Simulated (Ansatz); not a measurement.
Relaxed-ion elastic tensor of HfO$_{2}$ in space group P2_1/c (No. 14; Hf on 4e, O on 4e, O on 4e) in GPa (Voigt order), DFT-PBEsol in the program Ansatz with PAW potentials; density 10.20 g/cm³, 11.42 Å³ per atom.

```
 326   173  95.1   0.0  47.9   0.0
 173   422   160   0.0  -8.4   0.0
95.1   160   270   0.0  12.9   0.0
 0.0   0.0   0.0  94.0   0.0  -9.9
47.9  -8.4  12.9   0.0  95.7   0.0
 0.0   0.0   0.0  -9.9   0.0   141
```

Is the crystal mechanically stable?

Yes: the smallest eigenvalue of C is 77.5 GPa.

Work out the Voigt, Reuss and Hill averages.

K_V = 208, K_R = 185, K_H = 197; G_V = 105, G_R = 95.8, G_H = 101 GPa.

Give Young's modulus, Poisson's ratio, Pugh's ratio and the universal anisotropy index.

E = 9KG/(3K + G) = 258 GPa; ν = 0.28; K/G = 1.95 (ductile by the Pugh limit of 1.75); A_U = 5G_V/G_R + K_V/K_R − 6 = 0.62.

Estimate the sound speeds and the Debye temperature.

v_l = √((K + 4G/3)/ρ) = 5700 m/s, v_t = √(G/ρ) = 3140 m/s, mean 3500 m/s; Θ = (h/k)(3n/4πV)^(1/3) v_m = 463 K.

Solve the Christoffel equation for the three sound speeds along x, y, z.

Eigenvalues of C_ijkl n_j n_l equal ρv². In km/s, slowest first: x 2.91, 3.71, 5.73; y 3.00, 3.74, 6.43; z 3.04, 3.05, 5.16.

How much does each axis shrink under pressure?

Linear compressibilities β_i = Σ_j S_ij (j = 1 to 3): x 2.3, y 0.36, z 2.8 per TPa.

Symmetry was held in the PBEsol relaxation. No spin polarisation was allowed. Spin–orbit coupling is left out wherever it is not named.

Potentials: the later of the program's two PAW sets.
